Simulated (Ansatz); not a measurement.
Property card for YTe

Method: DFT r2SCAN, scalar-relativistic, plane waves, PAW (Ansatz).

Plane waves to 500 eV, a k mesh through Γ of 12×12×12 on the computed 2-atom cell and Gaussian smearing (0.10 eV); no spin polarisation.

The structure is relaxed at this level of theory with its symmetry kept. Whether it is the stable form of this composition wasn't checked.

```xyz
2
Lattice="0.0000 3.0821 3.0821 3.0821 0.0000 3.0821 3.0821 3.0821 0.0000" Properties=species:S:1:pos:R:3 pbc="T T T"
Y     3.0821    3.0821    3.0821
Te    0.0000    0.0000    0.0000
```

Q: Density of states at the Fermi level?

A: 1.15 states/eV per cell.

Q: Löwdin character within 0.5 eV of the Fermi level?

A: Y 4d 84 %, unprojected 6 %.

Q: Bulk modulus?

A: 66 GPa.

Q: Its pressure derivative?

A: 4.3.

Q: Bader charges (e)?

A: Y (1 in the cell) 1.63, Te (1 in the cell) -1.63.

Spin-orbit coupling is left out, which matters for the bands of heavy elements.

Cost: 9 runs of about 3 core-minutes in all, on Arm Neoverse V1 (shared hosts).